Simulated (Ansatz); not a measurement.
A relaxed structure of SrO is spoiled in several ways and relaxed again each time (noise and exchanges are one random draw each; pressure is positive under compression). All values below come from PBE (plane waves to 420 eV, PAW, scalar-relativistic; Ansatz, an electronic-structure program).

Space group Fm-3m (No. 225); a = b = c = 5.1947 Å, α = β = γ = 90.00°

| atom | site | symmetry | x | y | z |
|---|---|---|---|---|---|
| O | 4a | m-3m | 0.0000 | 0.0000 | 0.0000 |
| Sr | 4b | m-3m | 0.5000 | 0.5000 | 0.5000 |
(The calculation used a cell of 2 atoms; values per cell refer to that cell.)

```json
[
 {"change": "with every coordinate shifted by Gaussian noise of σ = 0.1 Å", "first pressure (GPa)": "1.5", "first V (Å³/atom)": "17.52", "released (eV/atom)": "0.030", "moves": "3", "outcome": "returns to the parent", "final group": "Fm-3m", "E − E(parent) (eV/atom)": "0.000"},
 {"change": "with every coordinate shifted by Gaussian noise of σ = 0.3 Å", "first pressure (GPa)": "4.0", "first V (Å³/atom)": "17.52", "released (eV/atom)": "0.088", "moves": "5", "outcome": "returns to the parent", "final group": "Fm-3m", "E − E(parent) (eV/atom)": "0.000"},
 {"change": "deformed by the Cartesian strain tensor (xx, yy, zz, yz, xz, xy) = (0.036, 0.032, 0.034, -0.049, -0.008, -0.011)", "first pressure (GPa)": "___", "first V (Å³/atom)": "19.32", "released (eV/atom)": "___", "moves": "5", "outcome": "___", "final group": "___", "E − E(parent) (eV/atom)": "___"},
 {"change": "doubled along one cell vector, shaken by Gaussian noise of σ = 0.08 Å a coordinate", "first pressure (GPa)": "0.8", "first V (Å³/atom)": "17.52", "released (eV/atom)": "0.025", "moves": "4", "outcome": "returns to the parent", "final group": "Fm-3m", "E − E(parent) (eV/atom)": "0.000"}
]
```

Task: What belongs in the gaps?

Result: 
- deformed by the Cartesian strain tensor (xx, yy, zz, yz, xz, xy) = (0.036, 0.032, 0.034, -0.049, -0.008, -0.011), first pressure (GPa): -6.8
- deformed by the Cartesian strain tensor (xx, yy, zz, yz, xz, xy) = (0.036, 0.032, 0.034, -0.049, -0.008, -0.011), released (eV/atom): 0.072
- deformed by the Cartesian strain tensor (xx, yy, zz, yz, xz, xy) = (0.036, 0.032, 0.034, -0.049, -0.008, -0.011), outcome: returns to the parent
- deformed by the Cartesian strain tensor (xx, yy, zz, yz, xz, xy) = (0.036, 0.032, 0.034, -0.049, -0.008, -0.011), final group: Fm-3m
- deformed by the Cartesian strain tensor (xx, yy, zz, yz, xz, xy) = (0.036, 0.032, 0.034, -0.049, -0.008, -0.011), E − E(parent) (eV/atom): 0.000

First-step values come from each run's starting, coarser k-mesh (8×8×8, 8×7×7, 8×8×4). The runs use different k-meshes, so differences are rounded accordingly. No spin polarisation in the result.
